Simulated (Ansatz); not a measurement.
Ge:
```cif
data_Ge8
_chemical_formula_sum 'Ge8'
_space_group_name_H-M_alt 'Fd-3m :1'
_space_group_IT_number 227
_space_group_name_Hall 'F 4d 2 3 -1d'
_cell_length_a 5.67336
_cell_length_b 5.67336
_cell_length_c 5.67336
_cell_angle_alpha 90.000
_cell_angle_beta 90.000
_cell_angle_gamma 90.000
loop_
_atom_site_label
_atom_site_type_symbol
_atom_site_symmetry_multiplicity
_atom_site_Wyckoff_symbol
_atom_site_fract_x
_atom_site_fract_y
_atom_site_fract_z
_atom_site_occupancy
Ge1 Ge 8 a 0.00000 0.00000 0.00000 1
```
(The calculation used a cell of 2 atoms; values per cell refer to that cell.)

Relaxed with r²SCAN.

Problem. Which orbitals make up the states near the band edges in r²SCAN in the plane-wave PAW code Ansatz?

Solution. Top 1 eV of the valence band: Ge 4p 97 %. Bottom 1 eV of the conduction band: Ge 4p 56 %, Ge 4s 39 %, outside the projected shells 6 %. Projections are on Löwdin-orthogonalised atomic valence shells; empty p or d shells of many metals are not among them.

Problem. Tabulate the density of states.

Solution. States/eV per cell of 2 atoms, in 0.25 eV bins, energy from the valence-band maximum.

| E (eV) | total | Ge 4p | Ge 4s |
|---|---|---|---|
| -7.85 | 1.05 | 0.50 | 0.54 |
| -7.60 | 0.91 | 0.45 | 0.45 |
| -7.35 | 0.64 | 0.31 | 0.32 |
| -7.10 | 0.51 | 0.25 | 0.26 |
| -6.85 | 0.43 | 0.21 | 0.22 |
| -6.60 | 0.37 | 0.18 | 0.19 |
| -6.35 | 0.32 | 0.16 | 0.16 |
| -6.10 | 0.28 | 0.14 | 0.14 |
| -5.85 | 0.25 | 0.12 | 0.12 |
| -5.60 | 0.21 | 0.11 | 0.10 |
| -5.35 | 0.19 | 0.09 | 0.09 |
| -5.10 | 0.17 | 0.09 | 0.08 |
| -4.85 | 0.15 | 0.08 | 0.07 |
| -4.60 | 0.17 | 0.11 | 0.06 |
| -4.35 | 1.01 | 0.93 | 0.07 |
| -4.10 | 1.20 | 1.11 | 0.08 |
| -3.85 | 1.04 | 0.95 | 0.09 |
| -3.60 | 1.06 | 0.97 | 0.08 |
| -3.35 | 1.23 | 1.15 | 0.08 |
| -3.10 | 1.50 | 1.41 | 0.07 |
| -2.85 | 1.41 | 1.34 | 0.07 |
| -2.60 | 1.35 | 1.29 | 0.06 |
| -2.35 | 1.27 | 1.21 | 0.05 |
| -2.10 | 1.23 | 1.18 | 0.04 |
| -1.85 | 1.17 | 1.13 | 0.03 |
| -1.60 | 1.10 | 1.07 | 0.02 |
| -1.35 | 0.76 | 0.74 | 0.02 |
| -1.10 | 0.51 | 0.49 | 0.01 |
| -0.85 | 0.36 | 0.35 | 0.01 |
| -0.60 | 0.24 | 0.24 | 0.00 |
| -0.35 | 0.13 | 0.13 | 0.00 |
| -0.10 | 0.04 | 0.04 | 0.00 |
| 0.15 | 0.00 | 0.00 | 0.00 |
| 0.40 | 0.00 | 0.00 | 0.00 |
| 0.65 | 0.03 | 0.01 | 0.02 |
| 0.90 | 0.17 | 0.09 | 0.08 |
| 1.15 | 0.47 | 0.27 | 0.18 |
| 1.40 | 0.81 | 0.48 | 0.28 |
| 1.65 | 1.13 | 0.68 | 0.37 |
| 1.90 | 1.70 | 1.05 | 0.52 |
| 2.15 | 1.69 | 1.06 | 0.50 |
| 2.40 | 1.08 | 0.68 | 0.31 |
| 2.65 | 0.94 | 0.61 | 0.23 |
| 2.90 | 0.89 | 0.59 | 0.20 |
| 3.15 | 1.16 | 0.77 | 0.27 |
| 3.40 | 0.86 | 0.62 | 0.15 |
| 3.65 | 1.05 | 0.81 | 0.13 |
| 3.90 | 2.00 | 1.55 | 0.17 |
| 4.15 | 1.24 | 0.94 | 0.12 |
| 4.40 | 1.17 | 0.88 | 0.12 |
| 4.65 | 0.98 | 0.76 | 0.08 |
| 4.90 | 1.07 | 0.79 | 0.07 |
| 5.15 | 1.50 | 1.03 | 0.10 |

The cell was relaxed with r²SCAN under the symmetry of its start. Spin–orbit coupling is left out wherever it is not named.

Potentials: the later of the program's two PAW sets.
